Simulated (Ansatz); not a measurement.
Bi (I4/mmm), stationary points along a deformation path

Method: DFT PBEsol, scalar-relativistic, plane waves, PAW in Ansatz. Cutoff 420 eV, Γ-centred 12×12×12 k-points, Gaussian smearing of 0.05 eV. Spin–orbit coupling is left out, which can shift energies with elements as heavy as these. No spin polarisation. Energies are free energies at this smearing, counted from the undisturbed cell; pressure is positive in compression.

The starting cell (as given, not relaxed at this level; it stands at -0.1 GPa; this form isn't the usual structure):

```yaml
crystal:
  lattice:
    - [-4.25748, 4.25748, 1.43056]
    - [4.25748, -4.25748, 1.43056]
    - [4.25748, 4.25748, -1.43056]
  atoms:
    - { symbol: Bi, position: [0.00000, 0.00000, 0.00000] }
```

The cell holds chains and no dispersion correction was added, so their binding is poorly described.

At fixed volume and fractional coordinates, lengths along (0.000, 0.000, 1.000) are scaled against those across it; ρ is that ratio over its starting value. V = 103.722 Å³/atom. Δσ is the stress along the axis less the mean stress across it (compression positive).

| ρ | ΔE (meV/atom) | Δσ (GPa) | space group |
| --- | --- | --- | --- |
| 0.800 | 905.5 | 19.36 | I4/mmm |
| 0.850 | 454.8 | 13.99 | I4/mmm |
| 0.920 | 138.0 | 6.77 | I4/mmm |
| 0.960 | 35.1 | 3.72 | I4/mmm |
| 1.000 | 0.0 | 0.38 | I4/mmm |
| 1.050 | 26.4 | -2.74 | I4/mmm |
| 1.100 | 105.0 | -4.97 | I4/mmm |
| 1.200 | 345.6 | -7.53 | I4/mmm |
| 1.300 | 622.7 | -8.26 | I4/mmm |

Q: How does the stress give the slope of the energy, and where is the energy stationary?

A: Along the path d ln(length) is 2/3 d ln ρ on the axis and −1/3 d ln ρ across it, so dE/d ln ρ = −(2/3) V Δσ: the energy falls with ρ where Δσ is positive. Δσ vanishes or changes sign between ρ = 1.000 and 1.050, a minimum (near 1.01 by linear interpolation). Pairs of stationary points between two samples would go unseen, and could change a minimum read from distant neighbours into a maximum.

Q: Integrate that slope from ρ = 1 to 0.850 by the trapezoid rule.

A: With V/N in Å³ and 1 eV/Å³ = 160.2 GPa the slopes at ρ = 1.000, 0.960, 0.920, 0.850 are -164, -1607, -2922, -6040 meV/atom per unit of ln ρ. The steps add 36.2 + 96.4 + 354.6 = 487.1 meV/atom, against 454.8 from the energies; the trapezoid rule misses the curvature of the slope within each step.

In a metal these slopes depend on the k mesh and the smearing.